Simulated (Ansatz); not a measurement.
In2O3:
```cif
data_In12O18
_chemical_formula_sum 'In12 O18'
_space_group_name_H-M_alt 'R-3c :H'
_space_group_IT_number 167
_space_group_name_Hall '-R 3 2"c'
_cell_length_a 5.50868
_cell_length_b 5.50868
_cell_length_c 14.56343
_cell_angle_alpha 90.000
_cell_angle_beta 90.000
_cell_angle_gamma 120.000
loop_
_atom_site_label
_atom_site_type_symbol
_atom_site_symmetry_multiplicity
_atom_site_Wyckoff_symbol
_atom_site_fract_x
_atom_site_fract_y
_atom_site_fract_z
_atom_site_occupancy
In1 In 12 c 0.00000 0.00000 0.14293 1
O1 O 18 e 0.29659 0.29659 0.25000 1
```
(The calculation used a cell of 10 atoms; values per cell refer to that cell.)

This is the r²SCAN-relaxed structure.

Task: All from the program Ansatz at the r²SCAN level (PAW), unless another level is named. Predict the HSE06 gap on the r²SCAN cell.

Result: 2.73 eV.

Task: Predict the smallest direct gap on the standard path.

Result: 1.83 eV.

The first step of the workflow began from a Materials Project structure, measured or hypothetical; the Crystallography Open Database files this formula in space group No. 167, but the cells were not matched. It is not the phase usual at ambient conditions (space group No. 206). The r²SCAN relaxation kept the symmetry of its start; its stability against distortions is not shown here. Spin–orbit coupling is left out wherever it is not named.

Potentials: the earlier of the program's two PAW sets.
